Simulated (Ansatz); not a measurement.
K2LiBiCl6:
Space group Fm-3m (No. 225); a = b = c = 10.4199 Å, α = β = γ = 90.00°

```json
[
 {"atom": "K", "site": "8c", "symmetry": "-43m", "x": "0.2500", "y": "0.2500", "z": "0.2500"},
 {"atom": "Li", "site": "4b", "symmetry": "m-3m", "x": "0.5000", "y": "0.5000", "z": "0.5000"},
 {"atom": "Bi", "site": "4a", "symmetry": "m-3m", "x": "0.0000", "y": "0.0000", "z": "0.0000"},
 {"atom": "Cl", "site": "24e", "symmetry": "4m.m", "x": "0.0000", "y": "0.0000", "z": "0.2577"}
]
```
(The calculation used a cell of 10 atoms; values per cell refer to that cell.)

Relaxed with r²SCAN. Independent-particle spectrum: no excitons, no local fields, no scissors shift; 0.1 eV broadening; ε₁ of the summed bands alone.

Tabulate the dielectric function from DFT-r²SCAN in the program Ansatz with PAW potentials.



```csv
E (eV),ε₁ xx,ε₂ xx
0.0,3.34,0.00
0.4,3.35,0.00
0.8,3.37,0.00
1.2,3.41,0.00
1.6,3.46,0.00
2.0,3.54,0.00
2.4,3.65,0.00
2.8,3.80,0.00
3.2,4.02,0.00
3.6,4.34,0.00
4.0,4.91,0.00
4.4,6.75,0.28
4.8,5.57,2.73
5.2,3.65,4.95
5.6,3.06,2.25
6.0,2.81,4.39
6.4,2.09,3.33
6.8,0.85,2.57
7.2,1.54,2.05
7.6,1.02,1.11
8.0,2.35,0.80
8.4,3.54,1.00
8.8,4.16,2.66
9.2,3.09,4.86
9.6,0.34,3.49
10.0,0.98,2.56
10.4,0.56,2.07
10.8,1.17,2.46
11.2,1.10,2.07
11.6,1.36,2.45
12.0,1.57,2.56
```

From ε at 5.4 eV (xx: 2.00 + 4.13i), find n, k, the normal reflectivity and the absorption coefficient.

n = 1.82, k = 1.138, R = 21 %, α = 2kE/ħc = 620000 cm⁻¹.

With all bands, ε∞ without local fields is 3.40.

The first step of the workflow began from a Materials Project structure, measured or hypothetical; the Crystallography Open Database copy checked does not list it. Its standing as an ambient phase is unchecked. Symmetry was held in the r²SCAN relaxation; its stability against distortions is not shown here. Scalar-relativistic: spin–orbit coupling is off unless named, which matters more the heavier the elements.

Potentials: the later of the program's two PAW sets.
